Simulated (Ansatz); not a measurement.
**One slab under several functionals: fcc Ni (111), 6 layers**

All-electron LAPW in Ansatz 0.2.0, scalar-relativistic, no spin–orbit coupling; ferromagnetic start. Each functional has its own bulk lattice constant and relaxed 1×1 slab, with 16 to 20 Å of vacuum and a dipole correction.

```tsv
functional	area (Å²)	γ (J/m²)	Φ (eV)	Δd12 (%)
LDA	5.08	?	5.51	-1.3
PBEsol	5.20	2.34	5.23	-1.4
PBE	5.36	?	5.05	-1.4
```

Task: Give the missing entry: row "PBE", column "γ (J/m²)".

Result: 1.94.

Task: What belongs in the row "LDA", column "γ (J/m²)"?

Result: 2.52.
